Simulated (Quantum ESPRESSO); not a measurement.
# Al3MgAs3S: finding a planted mistake in a log

Computed values, not a measurement. The program is pw.x of Quantum ESPRESSO 7.5 (plane-wave density functional theory). The cell is made up: 8 atoms on a zincblende/diamond lattice, with randomly drawn elements, strain and displacements, not relaxed. PseudoDojo standard norm-conserving files (v0.5 for PBE, v0.4.1 for LDA and PBEsol) set the functional; there is no spin polarisation, spin-orbit coupling or dispersion term, and the masses in the input are unused placeholders.

Intended input:

```
&control calculation='scf', pseudo_dir='./dojo.nc.sr.pbe.v0_5.standard.upf', outdir='./o', disk_io='low', tprnfor=.true., tstress=.true. /
&system ibrav=0, nat=8, ntyp=4, nbnd=41, ecutwfc=84.00895049, nosym=.true., tot_charge=0,
 occupations='smearing', smearing='fd', degauss=0.0018374661
/
&electrons conv_thr=7.350e-09, electron_maxstep=60, /
ATOMIC_SPECIES
Al 1.0 Al.upf
As 1.0 As.upf
Mg 1.0 Mg.upf
S 1.0 S.upf
CELL_PARAMETERS angstrom
5.593 -0.0567 0.0438
-0.0567 5.5856 -0.0585
0.0438 -0.0585 5.6591
ATOMIC_POSITIONS angstrom
Al 0.1333 -0.0435 0.1065
Mg 0.1031 2.8409 2.9323
Al 2.6638 -0.0022 2.9607
Al 2.729 2.8816 0.0315
As 1.4119 1.4272 1.4193
S 1.3339 4.1205 4.3143
As 4.2549 1.3312 4.3763
As 4.0573 4.0827 1.3564
K_POINTS automatic
4 4 4 1 1 1
```

The log is shortened where brackets say so; the opening notice, blank lines, dates and the lines on written files are dropped, and the path of the files is cut. It prints rydbergs, bohrs and kilobars, and counts compression as positive stress. Where no state is partly filled, the Fermi energy that it prints is only some level between the filled and the empty states on the mesh, and need not lie in the true gap.

Log of the intended run:

```
     Program PWSCF v.7.5
     Parallel version (MPI & OpenMP), running on       4 processor cores
     Number of MPI processes:                 4
     Threads/MPI process:                     1
     [start-up lines left out]
     bravais-lattice index     =            0
     lattice parameter (alat)  =      10.5701  a.u.
     unit-cell volume          =    1192.7276 (a.u.)^3
     number of atoms/cell      =            8
     number of atomic types    =            4
     number of electrons       =        70.00
     number of Kohn-Sham states=           41
     kinetic-energy cutoff     =      84.0090  Ry
     charge density cutoff     =     336.0358  Ry
     scf convergence threshold =      7.3E-09
     mixing beta               =       0.7000
     number of iterations used =            8  plain     mixing
     Exchange-correlation= PBE
                           (   1   4   3   4   0   0   0)
     [axes and pseudopotential details left out]
   Cartesian axes
     site n.     atom                  positions (alat units)
         1        Al     tau(   1) = (   0.0238314  -0.0077769   0.0190401  )
         2        Mg     tau(   2) = (   0.0184322   0.5078968   0.5242373  )
         3        Al     tau(   3) = (   0.4762348  -0.0003933   0.5293147  )
         4        Al     tau(   4) = (   0.4878913   0.5151732   0.0056316  )
         5        As     tau(   5) = (   0.2524198   0.2551552   0.2537428  )
         6        S      tau(   6) = (   0.2384750   0.7366640   0.7713116  )
         7        As     tau(   7) = (   0.7606921   0.2379923   0.7823960  )
         8        As     tau(   8) = (   0.7253651   0.7299061   0.2424975  )
     number of k points=    32  Fermi-Dirac smearing, width (Ry)=  0.0018
                       cart. coord. in units 2pi/alat
        k(    1) = (   0.1253350   0.1277458   0.1239006), wk =   0.0625000
        k(    2) = (   0.1234256   0.1303148   0.3710421), wk =   0.0625000
     [further k points left out]
     Dense  grid:   124067 G-vectors     FFT dimensions: (  64,  64,  64)
     Estimated max dynamical RAM per process >     245.07 MB
     Estimated total dynamical RAM >     889.40 MB
     Initial potential from superposition of free atoms
     starting charge      69.9911, renormalised to      70.0000
     Starting wfcs are   48 randomized atomic wfcs
     total cpu time spent up to now is        3.1 secs
     per-process dynamical memory:   182.4 Mb
     Self-consistent Calculation
     iteration #  1     ecut=    84.01 Ry     beta= 0.70
     Davidson diagonalization with overlap
     ethr =  1.00E-02,  avg # of iterations =  4.1
     Threshold (ethr) on eigenvalues was too large:
     Diagonalizing with lowered threshold
     Davidson diagonalization with overlap
     ethr =  5.48E-04,  avg # of iterations =  2.1
     total cpu time spent up to now is       12.3 secs
     total energy              =    -791.28523752 Ry
     estimated scf accuracy    <       0.38149171 Ry
     iteration #  2     ecut=    84.01 Ry     beta= 0.70
     Davidson diagonalization with overlap
     ethr =  5.45E-04,  avg # of iterations =  5.1
     total cpu time spent up to now is       17.3 secs
     total energy              =    -791.35840630 Ry
     estimated scf accuracy    <       0.09527635 Ry
     [iterations 3 to 7 left out]
     iteration #  8     ecut=    84.01 Ry     beta= 0.70
     Davidson diagonalization with overlap
     ethr =  1.49E-09,  avg # of iterations =  2.0
     total cpu time spent up to now is       45.9 secs
     total energy              =    -791.38399704 Ry
     estimated scf accuracy    <       0.00000010 Ry
     iteration #  9     ecut=    84.01 Ry     beta= 0.70
     Davidson diagonalization with overlap
     ethr =  1.40E-10,  avg # of iterations =  3.7
     total cpu time spent up to now is       50.8 secs
     End of self-consistent calculation
     [lines on levels left out]
     the Fermi energy is     7.0819 ev
!    total energy              =    -791.38399708 Ry
     estimated scf accuracy    <          6.9E-09 Ry
     smearing contrib. (-TS)   =      -0.00000000 Ry
     internal energy E=F+TS    =    -791.38399708 Ry
     The total energy is F=E-TS. E is the sum of the following terms:
     one-electron contribution =    -524.79944690 Ry
     hartree contribution      =     285.45008970 Ry
     xc contribution           =    -171.43459156 Ry
     ewald contribution        =    -380.60004831 Ry
     convergence has been achieved in   9 iterations
     Forces acting on atoms (cartesian axes, Ry/au):
     atom    1 type  1   force =    -0.07504175    0.01881950    0.00079504
     atom    2 type  3   force =    -0.06546366   -0.01916962   -0.04665193
     atom    3 type  1   force =     0.06199112    0.00658144   -0.01942072
     atom    4 type  1   force =     0.00029695   -0.06410416   -0.04096388
     atom    5 type  2   force =     0.00967921   -0.01464312    0.00866472
     atom    6 type  4   force =     0.04856309    0.03987265    0.02267834
     atom    7 type  2   force =    -0.02358024   -0.02915927    0.00255632
     atom    8 type  2   force =     0.04355529    0.06180259    0.07234210
     Total force =     0.200187     Total SCF correction =     0.000296
     Computing stress (Cartesian axis) and pressure
          total   stress  (Ry/bohr**3)                   (kbar)     P=       51.05
   0.00030641   0.00022702   0.00006401           45.07       33.40        9.42
   0.00022702   0.00035131   0.00022034           33.40       51.68       32.41
   0.00006401   0.00022034   0.00038345            9.42       32.41       56.41
     init_run     :      2.94s CPU      3.02s WALL (       1 calls)
     electrons    :     47.52s CPU     47.76s WALL (       1 calls)
     forces       :      0.74s CPU      0.75s WALL (       1 calls)
     stress       :      2.38s CPU      2.39s WALL (       1 calls)
     [timing details left out]
     PWSCF        :     53.67s CPU     54.04s WALL
     JOB DONE.
```

A second run was made from an input with one planted mistake. Its log:

```
     Program PWSCF v.7.5
     Parallel version (MPI & OpenMP), running on       4 processor cores
     Number of MPI processes:                 4
     Threads/MPI process:                     1
     [start-up lines left out]
     bravais-lattice index     =            0
     lattice parameter (alat)  =      10.5701  a.u.
     unit-cell volume          =    1192.7276 (a.u.)^3
     number of atoms/cell      =            8
     number of atomic types    =            4
     number of electrons       =        70.00
     number of Kohn-Sham states=           41
     kinetic-energy cutoff     =      58.7254  Ry
     charge density cutoff     =     234.9017  Ry
     scf convergence threshold =      7.3E-09
     mixing beta               =       0.7000
     number of iterations used =            8  plain     mixing
     Exchange-correlation= PBE
                           (   1   4   3   4   0   0   0)
     [axes and pseudopotential details left out]
   Cartesian axes
     site n.     atom                  positions (alat units)
         1        Al     tau(   1) = (   0.0238314  -0.0077769   0.0190401  )
         2        Mg     tau(   2) = (   0.0184322   0.5078968   0.5242373  )
         3        Al     tau(   3) = (   0.4762348  -0.0003933   0.5293147  )
         4        Al     tau(   4) = (   0.4878913   0.5151732   0.0056316  )
         5        As     tau(   5) = (   0.2524198   0.2551552   0.2537428  )
         6        S      tau(   6) = (   0.2384750   0.7366640   0.7713116  )
         7        As     tau(   7) = (   0.7606921   0.2379923   0.7823960  )
         8        As     tau(   8) = (   0.7253651   0.7299061   0.2424975  )
     number of k points=    32  Fermi-Dirac smearing, width (Ry)=  0.0018
                       cart. coord. in units 2pi/alat
        k(    1) = (   0.1253350   0.1277458   0.1239006), wk =   0.0625000
        k(    2) = (   0.1234256   0.1303148   0.3710421), wk =   0.0625000
     [further k points left out]
     Dense  grid:    72451 G-vectors     FFT dimensions: (  54,  54,  54)
     Estimated max dynamical RAM per process >     145.13 MB
     Estimated total dynamical RAM >     527.47 MB
     Initial potential from superposition of free atoms
     starting charge      69.9911, renormalised to      70.0000
     Starting wfcs are   48 randomized atomic wfcs
     total cpu time spent up to now is        1.5 secs
     per-process dynamical memory:   105.4 Mb
     Self-consistent Calculation
     iteration #  1     ecut=    58.73 Ry     beta= 0.70
     Davidson diagonalization with overlap
     ethr =  1.00E-02,  avg # of iterations =  4.0
     Threshold (ethr) on eigenvalues was too large:
     Diagonalizing with lowered threshold
     Davidson diagonalization with overlap
     ethr =  5.84E-04,  avg # of iterations =  1.9
     total cpu time spent up to now is        5.9 secs
     total energy              =    -790.69824113 Ry
     estimated scf accuracy    <       0.40945297 Ry
     iteration #  2     ecut=    58.73 Ry     beta= 0.70
     Davidson diagonalization with overlap
     ethr =  5.85E-04,  avg # of iterations =  4.9
     total cpu time spent up to now is        8.2 secs
     total energy              =    -790.76841436 Ry
     estimated scf accuracy    <       0.08745873 Ry
     [iterations 3 to 8 left out]
     iteration #  9     ecut=    58.73 Ry     beta= 0.70
     Davidson diagonalization with overlap
     ethr =  2.09E-10,  avg # of iterations =  2.6
     total cpu time spent up to now is       24.4 secs
     total energy              =    -790.79425739 Ry
     estimated scf accuracy    <       0.00000002 Ry
     iteration # 10     ecut=    58.73 Ry     beta= 0.70
     Davidson diagonalization with overlap
     ethr =  2.54E-11,  avg # of iterations =  2.5
     total cpu time spent up to now is       26.5 secs
     End of self-consistent calculation
     [lines on levels left out]
     the Fermi energy is     7.0819 ev
!    total energy              =    -790.79425739 Ry
     estimated scf accuracy    <          5.6E-09 Ry
     smearing contrib. (-TS)   =      -0.00000000 Ry
     internal energy E=F+TS    =    -790.79425739 Ry
     The total energy is F=E-TS. E is the sum of the following terms:
     one-electron contribution =    -523.31327019 Ry
     hartree contribution      =     284.19946510 Ry
     xc contribution           =    -171.08040397 Ry
     ewald contribution        =    -380.60004832 Ry
     convergence has been achieved in  10 iterations
     Forces acting on atoms (cartesian axes, Ry/au):
     atom    1 type  1   force =    -0.07514188    0.01901148    0.00108894
     atom    2 type  3   force =    -0.06572319   -0.01904950   -0.04726278
     atom    3 type  1   force =     0.06210989    0.00677008   -0.01950883
     atom    4 type  1   force =     0.00054528   -0.06426567   -0.04056220
     atom    5 type  2   force =     0.00984715   -0.01494451    0.00830619
     atom    6 type  4   force =     0.04890507    0.04023267    0.02313736
     atom    7 type  2   force =    -0.02386058   -0.02950284    0.00294715
     atom    8 type  2   force =     0.04331827    0.06174829    0.07185417
     Total force =     0.200551     Total SCF correction =     0.000457
     Computing stress (Cartesian axis) and pressure
          total   stress  (Ry/bohr**3)                   (kbar)     P=     -591.78
  -0.00406734   0.00022613   0.00006666         -598.33       33.27        9.81
   0.00022613  -0.00402322   0.00022321           33.27     -591.84       32.83
   0.00006666   0.00022321  -0.00397795            9.81       32.83     -585.18
     init_run     :      1.35s CPU      1.41s WALL (       1 calls)
     electrons    :     24.87s CPU     25.00s WALL (       1 calls)
     forces       :      0.43s CPU      0.43s WALL (       1 calls)
     stress       :      1.40s CPU      1.40s WALL (       1 calls)
     [timing details left out]
     PWSCF        :     28.11s CPU     28.31s WALL
     JOB DONE.
```

Question: what was wrong in the second input?

Answer: the plane-wave cutoff is too low. The input lines that differ, file-writing options aside:

```
- &system ibrav=0, nat=8, ntyp=4, nbnd=41, ecutwfc=84.00895049, nosym=.true., tot_charge=0,
+ &system ibrav=0, nat=8, ntyp=4, nbnd=41, ecutwfc=58.72541684, nosym=.true., tot_charge=0,
```

|  | intended run | run with the mistake |
| --- | --- | --- |
| free energy (eV) | -10767.328 | -10759.304 |
| smearing term -TS (eV) | 0.0000 | 0.0000 |
| pressure (GPa) | 5.11 | -59.18 |
| largest force component (eV/Å) | 1.929 | 1.932 |
| largest change of a force component (eV/Å) |  | 0.016 |
| iterations | 9 | 10 |

For scale, a rerun of the intended cell at 1437 eV and a 6 x 6 x 6 mesh moved values by no more than 0.007 eV in energy, 0.02 GPa in stress and 0.004 eV/Å in force.